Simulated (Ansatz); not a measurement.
The elements of this relaxed trial crystal are hidden behind letters.

```
lattice vectors (Å)
   1.3576   -3.4866    0.0000
   1.3576    3.4866    0.0000
   0.0000    0.0000    3.1045
fractional positions
X 0.0000 0.0000 0.5000
Z 0.6999 0.3001 0.0000
Z 0.3001 0.6999 0.0000
```

These are results of Ansatz, DFT PBE, scalar-relativistic, plane waves, PAW, not measurements. The final run on the 3-atom cell used 420 eV, a Γ-centred 18×18×14 mesh, 0.10 eV smearing and no spin polarisation.

- Space group: Cmmm (No. 65)
- Conventional cell: a = 2.715 Å, b = 6.973 Å, c = 3.104 Å
- Volume per atom: 9.80 Å³
- Density: 6.51 g/cm³
- Formation energy: +0.18 eV/atom
- Gap on the 18×18×14 mesh of the 3-atom cell: 0 eV (a metal)

Energies are uncorrected and count from the elements' standard states at the same level.

**Question.** X is a d-block element of period 5 and Z is a p-block element of period 2. Which elements are they?

**Answer.** X = Zr, Z = C, so the formula is ZrC2. Density times volume gives a mean mass of 6.51 × 9.80/1.6605 = 38.4 u per atom, and this set has 38.4 u. Among the elements that the hints allow, noble gases aside, only these give it. Around Zr lie 12 C at 2.49–2.61 Å, 2 Zr at 2.72 Å and 2 Zr at 3.10 Å; around C lie 2 C at 1.53 Å and 6 Zr at 2.49–2.61 Å.

This cell was reached by moving the atoms of another relaxed cell at random and relaxing again, last within the group found; it had no such test of its own.
